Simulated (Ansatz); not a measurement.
V (bcc, W type)

```
V
1.0
   -1.49869     1.49869     1.49869
    1.49869    -1.49869     1.49869
    1.49869     1.49869    -1.49869
V
1
Cartesian
  0.00000   0.00000   0.00000
```

The volume is varied about the relaxed value V₀ at fixed cell shape. Symmetry pins the atoms to their sites.

Level of theory: PBE (plane waves to 420 eV, PAW, scalar-relativistic; Ansatz, a quantum-chemistry and plane-wave program). k mesh 22×22×22 (Γ-centred), Fermi-Dirac smearing 0.05 eV. E stands for the smeared free energy. The PAW data are Ansatz's earlier set. V is run without spin polarisation. V was relaxed with its symmetry unable to fall. ΔE is measured from the relaxed starting cell. The last digit holds for this mesh only.

```json
[
 {"V (Å³/atom)": "12.657", "ΔE (meV/atom)": "30.3"},
 {"V (Å³/atom)": "12.818", "ΔE (meV/atom)": "19.0"},
 {"V (Å³/atom)": "12.980", "ΔE (meV/atom)": "10.5"},
 {"V (Å³/atom)": "13.142", "ΔE (meV/atom)": "4.6"},
 {"V (Å³/atom)": "13.303", "ΔE (meV/atom)": "1.1"},
 {"V (Å³/atom)": "13.465", "ΔE (meV/atom)": "0.0"},
 {"V (Å³/atom)": "13.626", "ΔE (meV/atom)": "1.1"},
 {"V (Å³/atom)": "13.788", "ΔE (meV/atom)": "4.2"},
 {"V (Å³/atom)": "13.949", "ΔE (meV/atom)": "9.4"},
 {"V (Å³/atom)": "14.111", "ΔE (meV/atom)": "16.3"},
 {"V (Å³/atom)": "14.273", "ΔE (meV/atom)": "25.0"}
]
```

Question: What bulk modulus B₀ follows from a third-order Birch-Murnaghan fit?

Answer: 182 GPa.

Question: What is the fitted pressure derivative B₀′?

Answer: 3.8.

(Under strain, the slope of the energy per volume gives the stress and its curvature an elastic modulus.)
